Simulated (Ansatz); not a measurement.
The cell below belongs to a search over invented structures; it isn't taken from experiment.

Input and command of a plane-wave DFT calculation in Ansatz:

```yaml
crystal:
  lattice:
    - [3.9787749145, 0.0, 0.0]
    - [-1.9893874573, 3.4457201519, 0.0]
    - [0.0, 0.0, 14.1460715337]
  atoms:
    - { symbol: Be, position: [0.6666666667, 0.3333333333, 0.0059909797] }
    - { symbol: Be, position: [0.9904033053, 0.6565690401, 0.862963363] }
    - { symbol: Be, position: [0.3434309599, 0.3338342652, 0.862963363] }
    - { symbol: Be, position: [0.6661657348, 0.0095966947, 0.862963363] }
    - { symbol: Be, position: [0.002815713, 0.3317600663, 0.7351128026] }
    - { symbol: Be, position: [0.3289443533, 0.997184287, 0.7351128026] }
    - { symbol: Be, position: [0.6682399337, 0.6710556467, 0.7351128026] }
    - { symbol: Be, position: [0.3333333333, 0.6666666667, 0.4911910081] }
    - { symbol: Be, position: [0.0, 0.0, 0.2534611797] }
    - { symbol: Te, position: [0.6666666667, 0.3333333333, 0.5551508083] }
    - { symbol: Te, position: [0.0, 0.0, 0.0766235647] }
    - { symbol: Te, position: [0.3333333333, 0.6666666667, 0.315353963] }
basis:
  ecutwfc: 420
kpoints:
  mp_grid: { grid: [12, 12, 4] }
hamiltonian:
  xc: pbe
scf:
  occupations: { method: gaussian, width: 0.1 }
output:
  forces: true
  stress: true
  eigenvalues: true
relax:
  adjacent_minimum: "off"
  f_tol: 0.01
  max_steps: 30
  cell: { stress_tol: 0.1, fix: [volume] }
```

```bash
ansatz run input.yaml --threads 1 --pin off --max-ram 2560MiB --backend cpu --events-out ev --progress --plain --runs-dir out
```

Processor: Arm Neoverse V2, 1 thread, on a host shared with other jobs.

Problem. Estimate time, memory and problem size.

Solution. About 7.5 min, peak memory 0.93 GiB. It solves 45 bands at 102 k points (after reduction by symmetry) with about 3851 plane waves, in 45 SCF iterations over 6 ionic steps.
